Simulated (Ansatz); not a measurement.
Cs₂AgBiBr₆:
```
CELL_PARAMETERS angstrom
      0.00000     5.70885     5.70885
      5.70885     0.00000     5.70885
      5.70885     5.70885     0.00000
ATOMIC_POSITIONS crystal
  Bi 0.00000 0.00000 0.00000
  Ag 0.50000 0.50000 0.50000
  Cs 0.25000 0.25000 0.25000
  Cs 0.75000 0.75000 0.75000
  Br 0.24982 0.75018 0.24982
  Br 0.24982 0.75018 0.75018
  Br 0.75018 0.24982 0.75018
  Br 0.75018 0.24982 0.24982
  Br 0.24982 0.24982 0.75018
  Br 0.75018 0.75018 0.24982
```

Relaxed with HSE06. Special points in fractions of this cell's reciprocal vectors: Γ (0.000, 0.000, 0.000); X (0.500, 0.000, 0.500); U (0.625, 0.250, 0.625); K (0.375, 0.375, 0.750); L (0.500, 0.500, 0.500); W (0.500, 0.250, 0.750).

Q: List the band energies nearest the valence-band maximum at these points for plane-wave PAW HSE06 (Ansatz code).

A: In eV from the valence-band maximum; about four levels below and three above (degenerate sets whole), none deeper than 8.9 eV; points with the same levels are listed once.

| k | below | above |
|---|---|---|
| Γ | -1.27 -1.27 -1.27 -0.83 -0.83 | 3.23 3.23 3.23 |
| X | -1.71 -1.71 -1.28 -0.83 0.00 | 3.71 3.71 4.06 |
| U | -1.64 -1.44 -1.14 -0.19 | 3.23 3.97 4.16 |
| L | -1.54 -1.54 -1.37 -1.37 -1.21 | 2.21 4.52 4.52 |
| W | -1.52 -1.52 -1.40 -0.11 | 3.51 3.90 3.90 |

Space group Fm-3m. The cell was relaxed with HSE06 under the symmetry of its start. No spin polarisation was allowed. The hybrid was solved on a coarse mesh, the path and, where they were found, the r²SCAN edge points; its band edges are the extreme levels among these. Spin–orbit coupling is left out wherever it is not named.

Potentials: the later of the program's two PAW sets.
